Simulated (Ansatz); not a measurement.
ZrSe in space group P-6m2 (No. 187; Zr on 1a, Se on 1d), the program Ansatz at the PBE level (PAW), all energies at zero smearing, with the estimated change up to a 700 eV cutoff added, with one set of potentials and settings (totals compare only within such a set). Cell of 2 atoms (1 Zr, 1 Se): -9655.694 eV.

```
element                reference phase  E (eV/atom)
-------  -----------------------------  -----------
Zr       P6_3/mmc, 2 atoms in the cell   -4183.8611
Se         P3_121, 3 atoms in the cell   -5469.0896
```

Formation energy per atom, worked out: (-9655.694 − 1×(-4183.8611) − 1×(-5469.0896))/2 = -1.372 eV/atom (-132 kJ per mol of atoms), at 0 K, without zero-point energy or fitted corrections.

The first step of the workflow began from a Materials Project structure, measured or hypothetical; the Crystallography Open Database copy checked does not list it. Its standing as an ambient phase is unchecked. Symmetry was held in the PBE relaxation; whether a distortion lowers the energy is not shown. No spin polarisation was allowed. The references are the lowest solids computed at this level, not always the standard phases.

Potentials: the earlier of the program's two PAW sets.
